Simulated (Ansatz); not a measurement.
# SnSe2, one cell by several methods

```
Sn Se
1.0
     3.87165    0.00000    0.00000
    -1.93582    3.35294    0.00000
     0.00000    0.00000    6.99364
Sn Se
1 2
Direct
  0.00000 0.00000 0.00000
  0.33333 0.66667 0.22801
  0.66667 0.33333 0.77199
```

Atom numbers follow the list: Sn1, Se2, Se3.

The cell was built from the CdI2 type and relaxed in the same program, and has space group P-3m1; it needn't be a known or the stable phase.

No spin–orbit coupling, which matters for the heavy atoms here.

All numbers are computed: DFT, PBE, PAW with Ansatz's default frozen-core files, scalar-relativistic (Ansatz 0.2.0); DFT, PBE, all-electron PAW with datasets made for the crystal, scalar-relativistic (Ansatz 0.2.0); DFT, PBE, all-electron LAPW, scalar-relativistic (Ansatz 0.2.0).

For PAW: a Γ-centred 11×11×6 k mesh, Fermi–Dirac smearing of 0.05 eV, cutoff 420 eV, no spin polarisation. The crystal-made all-electron datasets (AE datasets) take a cutoff of 240 eV at this cell. LAPW targets a basis error of 0.5 meV/atom. The Ansatz runs share mesh, smearing and spin set-up. Plane-wave (PAW) pressures include the program's estimate of the Pulay term.

Stress and pressure are positive in compression.

Spin–orbit coupling is left out, which moves gradients at and beside heavy atoms by some per cent and at worst by a factor of two.

Levels count from the top of the valence band.

```
                             quantity     PAW  AE datasets    LAPW
                       pressure (GPa)    0.01         0.00    0.00
                        band gap (eV)   0.700        0.700   0.700
       highest filled level at K (eV)  -1.003       -1.005  -1.005
         lowest empty level at K (eV)   1.586        1.585   1.585
       highest filled level at Γ (eV)  -0.118       -0.118  -0.118
         lowest empty level at Γ (eV)   1.098        1.099   1.099
field gradient Vzz at Sn1 (10²¹ V/m²)   -0.37        -0.37       –
field gradient Vzz at Se2 (10²¹ V/m²)   -7.99        -8.06       –
```

PAW's pressure differs from the LAPW value by about 0.01 GPa or less.
